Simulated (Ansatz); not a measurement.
Polymorphs of Mg, each relaxed with PBE+D3(BJ) (plane waves, PAW; program Ansatz):

A: dhcp (α-La type) (P6_3/mmc)
a = b = 3.1505 Å, c = 10.1337 Å, α = β = 90.00°, γ = 120.00°

```
atom  site  symmetry       x       y       z
----  ----  --------  ------  ------  ------
Mg      2a      -3m.  0.0000  0.0000  0.0000
Mg      2c      -6m2  0.3333  0.6667  0.2500
```

B: hcp (Mg type) (P6_3/mmc)
a = 3.1510 Å, b = 3.1510 Å, c = 5.0480 Å, α = 90.00°, β = 90.00°, γ = 120.00°

```
atom  site  symmetry       x       y       z
----  ----  --------  ------  ------  ------
Mg      2c      -6m2  0.3333  0.6667  0.2500
```

**Question.** Rank these by energy per atom at 0 K (lowest first), as PBE+D3(BJ) gives it.

**Answer.** B (+0 meV/atom), A (+7 meV/atom)

Not the usual ambient phase: A. All cells were relaxed under the symmetry of their starts (and spin orders); stability against distortions was not tested throughout.

Energies hold the estimated change up to a 700 eV cutoff; steps of a few meV lie near the error of the meshes.

Potentials: the later of the program's two PAW sets.
